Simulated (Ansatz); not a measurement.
# Slab of diamond Ge (111), 4 layers

The slab is cut from the diamond crystal, the stable phase, as relaxed on PAW files (23.90 Å³/atom), with 16 Å of vacuum and a dipole correction:

```
Ge
1.0
     4.07361    0.00000    0.00000
    -2.03680    3.52785    0.00000
     0.00000    0.00000   20.15760
Ge
4
Direct
  0.16667 0.33333 0.39687
  0.50000 0.00000 0.43812
  0.50000 0.00000 0.56188
  0.83333 0.66667 0.60313
```

Level of theory: DFT with PBE, scalar-relativistic, in Ansatz 0.2.0; a Γ-centred 9×9×1 k mesh, Fermi–Dirac smearing of 0.02 eV, no spin polarisation. LAPW: all electrons, basis error target 1 meV/atom; PAW: frozen-core files, cutoff 420 eV.

The bulk energy comes from a cell in the slab's orientation on a 9×9×3 mesh. The surface energy is (E(slab) − N·E(bulk))/2A at zero smearing, the mean of both faces; thin slabs carry quantum-size effects.

Real surfaces of this kind reconstruct, which a 1×1 cell forbids.

As cut, the LAPW slab lies 1.534 eV above 4 atoms of bulk. What surface energy is that?

Over two faces of 14.37 Å² it is 53.4 meV/Å², and times 16.02 J/m² per eV/Å² that gives γ = 0.855 J/m².

```
method  γ as cut (J/m²)  γ relaxed (J/m²)  Φ as cut (eV)  Φ relaxed (eV)
  LAPW            0.855                 ?           4.55            4.63
```

Give the missing entry: row "LAPW", column "γ relaxed (J/m²)".

0.823.

How do the spacings between the planes relax?

From the bottom face up: d12 -9.2 % of 0.832 Å, d23 +7.3 % of 2.495 Å, d34 -9.2 % of 0.832 Å.

A field of 0.1 V/Å is applied along the normal, atoms held. What follows?

LAPW finds an induced dipole of 0.0565 e·Å a cell (PAW 0.0565), that is 7.11 Å for 4πα over the area, against 4.19 Å between the outer atoms.

A 2p core hole is made on one atom of each kind in every 1×1 cell (PAW hole dataset, neutral cell, valence without spin). What does it cost by layer?

layer 1 1222.30 eV, layer 2 1222.66 eV. Shifts between layers mean more than the absolute values, and a whole layer of holes screens otherwise than one hole.
